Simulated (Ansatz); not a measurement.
**What DFT gives for LiHF₂ (R-3m)**

Conventional cell: a = 2.991 Å, b = 2.991 Å, c = 13.139 Å, α = 90.00°, β = 90.00°, γ = 120.00°. Around Li (atom 1) lie 6 F at 2.02 Å. H (atom 2) has 2 F at 1.14 Å as nearest neighbours. F (atom 3) has 1 H at 1.14 Å as nearest neighbours.

The structure is one entry of a database and needn't be the stable phase. Ansatz runs use the cell relaxed by PAW under their functional.

**Question.** How stiff is it? (PBEsol, all-electron LAPW in Ansatz 0.2.0, scalar-relativistic; a = 2.991, c = 13.139 Å; k mesh 10×10×10, strains of ±0.003, fixed occupations, basis error target 0.5 meV/atom)

**Answer.** Elastic moduli (Hill averages, relaxed ions; θ_D from sound speeds over directions): B = 50.0 GPa, G = 20.0 GPa, C11 = 69.7 GPa, C33 = 205 GPa, C44 = 8.1 GPa, ν = 0.323, θ_D = 456 K.

**Question.** How does it vibrate? (PBEsol, all-electron LAPW in Ansatz 0.2.0, scalar-relativistic; a = 2.991, c = 13.139 Å; k mesh 8×8×8, fixed occupations, basis error target 0.5 meV/atom; q mesh 1×1×1)

**Answer.** Harmonic phonons by finite displacements (no LO-TO term; negative means unstable): highest mode = 1715 cm⁻¹, lowest optical at Γ = 156 cm⁻¹.

**Question.** How does it screen a field? (PBEsol, PAW on Ansatz 0.2.0's default frozen-core files (fitted under PBE), scalar-relativistic; a = 2.991, c = 13.139 Å; k mesh 8×8×8, fixed occupations, cutoff 420 eV)

**Answer.** Dielectric response and Born charges by linear response (direction means): ε∞ = 1.94, largest |Z*| = 1.07 e, ε₀ = 8.4.

Limits of these numbers: zone-boundary modes aren't tested (phonons, field response); frozen-core PAW files fitted under PBE, their cores solved anew for the functional of the run (field response); semilocal gaps are low, so ε∞ comes out large.
